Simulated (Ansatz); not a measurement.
Given:

GeRh:
Space group P-6m2 (No. 187); a = 3.6109 Å, b = 3.6109 Å, c = 2.8101 Å, α = 90.00°, β = 90.00°, γ = 120.00°

```
atom  site  symmetry       x       y       z
----  ----  --------  ------  ------  ------
Rh      1a      -6m2  0.0000  0.0000  0.0000
Ge      1f      -6m2  0.6667  0.3333  0.5000
```

This is the r²SCAN-relaxed structure.

Question: All from plane-wave PAW r²SCAN (Ansatz code), unless another level is named. Estimate the electronic character.

Answer: metallic (no gap).

Question: Predict the formation energy from the elements (no fitted shifts).

Answer: -0.43 eV/atom.

Question: Predict the density of states at the Fermi level.

Answer: 0.40 states/eV per atom (mean over ±0.08 eV).

The cell is a constructed one: a structure type filled with these elements; neither database checked (COD, Materials Project) lists it. COD files the formula under space group No. 62, so this cell is another polymorph or a model. Whether it is the stable phase at ambient conditions was not checked. The cell was relaxed with r²SCAN under the symmetry of its start; whether a distortion lowers the energy is not shown. The run is not spin-polarised. The references are the lowest solids computed at this level, not always the standard phases. Spin–orbit coupling is left out wherever it is not named.

Potentials: the later of the program's two PAW sets.
